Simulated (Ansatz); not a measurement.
BN:
```
BN
1.0
    1.24430     0.71840     3.22651
   -1.24430     0.71840     3.22651
    0.00000    -1.43679     3.22651
B N
1 1
Direct
  0.99974   0.99974   0.99974
  0.33270   0.33270   0.33270
```

x, y and z are the axes in which the lattice vectors are written.

### Question
Give the high-frequency dielectric tensor and the Born effective charge tensors of the independent atoms from DFPT, LDA (plane waves, PAW; program Ansatz).

### Answer

ε∞:
```
4.95  0.00  0.00
0.00  4.95  0.00
0.00  0.00  2.82
```
Z* of atom 1 (B), rows: field, columns: displacement, in e:
```
2.69  0.00  0.00
0.00  2.69  0.00
0.00  0.00  0.76
```
Z* of atom 2 (N), rows: field, columns: displacement, in e:
```
-2.69   0.00   0.00
 0.00  -2.69   0.00
 0.00   0.00  -0.76
```

Space group R3m. The first step of the workflow began from a Materials Project structure, measured or hypothetical; the Crystallography Open Database copy checked does not list it. It is not the phase usual at ambient conditions (space group No. 186, 194, 216). The cell was relaxed with LDA under the symmetry of its start; whether a distortion lowers the energy is not shown. A crystal of weakly bound layers computed without a dispersion correction: the cell and the soft elastic constants depend strongly on that.

Potentials: the later of the program's two PAW sets.
